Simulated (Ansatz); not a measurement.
Cell and atoms are relaxed with the symmetry kept. Start:

```yaml
crystal:
  lattice:
    - [4.10653, 0.00000, 0.00000]
    - [0.00000, 4.10653, 0.00000]
    - [0.00000, 0.00000, 4.10653]
  atoms:
    - { symbol: Mg, position: [0.00000, 0.00000, 0.00000] }
    - { symbol: Au, position: [0.50000, 0.50000, 0.00000] }
    - { symbol: Au, position: [0.50000, 0.00000, 0.50000] }
    - { symbol: Au, position: [0.00000, 0.50000, 0.50000] }
```

Method: DFT r2SCAN, scalar-relativistic, plane waves, PAW in Ansatz.

Plane waves to 500 eV, a k mesh through Γ of 10×10×10 on the computed 4-atom cell and Gaussian smearing (0.10 eV); no spin polarisation.

Problem. What does it relax to?

Solution. The volume is unchanged to within 0.01 Å³/atom to 17.31 Å³/atom, and the energy changes by under 0.1 meV/atom. Final structure:
```xyz
4
Lattice="4.1065 0.0000 0.0000 0.0000 4.1065 0.0000 0.0000 0.0000 4.1065" Properties=species:S:1:pos:R:3 pbc="T T T"
Mg    0.0000    0.0000    0.0000
Au    2.0533    2.0533    0.0000
Au    2.0533    0.0000    2.0533
Au    0.0000    2.0533    2.0533
```

Spin–orbit coupling is left out, which can shift energies with elements as heavy as these.

Cost: 1 run of about 0.72 core-minutes, on Arm Neoverse V1 (shared hosts).